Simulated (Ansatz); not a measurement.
In₂SbAs in space group R3m (No. 160; In on 3a, In on 3a, Sb on 3a, As on 3a) under volume change, the program Ansatz at the PBEsol level (PAW), shape and atoms relaxed at each volume.

```json
[
 {"V (Å³/atom)": "28.546", "E − E(relaxed) (meV/atom)": "[?]", "P (GPa)": "[?]"},
 {"V (Å³/atom)": "29.487", "E − E(relaxed) (meV/atom)": "19.0", "P (GPa)": "3.43"},
 {"V (Å³/atom)": "30.428", "E − E(relaxed) (meV/atom)": "4.5", "P (GPa)": "1.57"},
 {"V (Å³/atom)": "31.369", "E − E(relaxed) (meV/atom)": "0.0", "P (GPa)": "0.00"},
 {"V (Å³/atom)": "32.311", "E − E(relaxed) (meV/atom)": "4.0", "P (GPa)": "-1.32"},
 {"V (Å³/atom)": "33.252", "E − E(relaxed) (meV/atom)": "15.1", "P (GPa)": "-2.43"},
 {"V (Å³/atom)": "34.193", "E − E(relaxed) (meV/atom)": "[?]", "P (GPa)": "[?]"}
]
```

Q: Some entries are withheld; supply them.

A: 
- 34.193, E − E(relaxed) (meV/atom): 32.1
- 34.193, P (GPa): -3.35
- 28.546, E − E(relaxed) (meV/atom): 45.4
- 28.546, P (GPa): 5.64

Q: What does a third-order Birch–Murnaghan fit give for V₀, B₀ and B′?

A: V₀ = 31.37 Å³/atom, B₀ = 47.8 GPa, B′ = 4.8.

The workflow started from a Materials Project entry (that database holds measured and hypothetical structures alike); the Crystallography Open Database copy checked does not list it. Whether it is the stable phase at ambient conditions was not checked. Symmetry was held in the PBEsol relaxation; its stability against distortions is not shown here. Scalar-relativistic: spin–orbit coupling is off unless named, which matters more the heavier the elements.

Potentials: the later of the program's two PAW sets.
